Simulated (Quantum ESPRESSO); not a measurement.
# MgAl7P7S: a curve over strain

A calculation, not a measurement. The program is pw.x of Quantum ESPRESSO 7.5 (plane-wave density functional theory). The cell is made up: 16 atoms on a doubled zincblende/diamond lattice, with randomly drawn elements, strain and displacements, not relaxed. PseudoDojo standard norm-conserving files (v0.5 for PBE, v0.4.1 for LDA and PBEsol) set the functional; there is no spin polarisation, spin-orbit coupling or dispersion term, and the masses in the input are unused placeholders.

Seven runs add a strain to one cell (along z); the atoms follow the cell and are not relaxed. Stress in the table is positive in tension.

Input of the run at -0.0013:

```
&control calculation='scf', pseudo_dir='./dojo.nc.sr.pbe.v0_5.standard.upf', outdir='./o', disk_io='low', tprnfor=.true., tstress=.true. /
&system ibrav=0, nat=16, ntyp=4, nbnd=42, ecutwfc=84.00895049, nosym=.true., tot_charge=0,
 occupations='smearing', smearing='fd', degauss=0.0018374661
/
&electrons conv_thr=7.350e-09, electron_maxstep=60, /
ATOMIC_SPECIES
Al 1.0 Al.upf
Mg 1.0 Mg.upf
P 1.0 P.upf
S 1.0 S.upf
CELL_PARAMETERS angstrom
5.5388 -0.0619 0.0007
-0.0619 5.649 -0.0243
0.0013 -0.0485 11.1791
ATOMIC_POSITIONS angstrom
Mg 0.0078 0.0307 0.0259
Al -0.0125 2.8103 2.7837
Al 2.7872 -0.0653 2.8228
Al 2.7219 2.7468 0.0075
Al -0.0088 -0.0572 5.5968
Al 0.0094 2.8714 8.3842
Al 2.8111 -0.0918 8.3333
Al 2.7491 2.764 5.6111
P 1.363 1.3747 1.4191
P 1.3543 4.2255 4.215
P 4.1243 1.3617 4.2019
S 4.1056 4.1883 1.4017
P 1.3888 1.359 6.9381
P 1.314 4.1645 9.7299
P 4.141 1.3703 9.803
P 4.0923 4.1726 6.942
K_POINTS automatic
4 4 2 1 1 1
```

```
added strain  free energy less that of the input shown (eV)  stress xx (GPa)  stress yy (GPa)  stress zz (GPa)  stress xy (GPa)  pressure (GPa)  next band up at Gamma (eV)  iterations
     -0.0203                                        -0.0466             0.50             1.72             0.11            -1.72           -0.77                       1.375          12
     -0.0171                                        -0.0446             0.68             1.89             0.45            -1.70           -1.01                       1.382          12
     -0.0126                                        -0.0378             0.94             2.13             0.94            -1.68           -1.33                       1.390          12
     -0.0013                                         0.0000             1.54             2.68             2.14            -1.62           -2.12                       1.404          12
     +0.0020                                         0.0168             1.70             2.83             2.49            -1.61           -2.34                       1.405          15
     +0.0125                                         0.0864             2.20             3.29             3.58            -1.55           -3.03                       1.404          12
     +0.0218                                         0.1689             2.61             3.67             4.54            -1.51           -3.61                       1.393          12
```

A cubic fit gives a slope of stress zz against the added strain of 105 GPa at zero added strain, with the atoms clamped. Across the table the free energy follows the integral of the stress to within 0.4 meV. A rerun of one of the cells at 1437 eV and a 6 x 6 x 4 mesh moved values by no more than 0.008 eV in energy, 0.02 GPa in stress and 0.005 eV/Å in force. The band column is the level of band 37 at Gamma less that of band 36, whose number is half the electron count, rounded up; it comes from a band step after each run.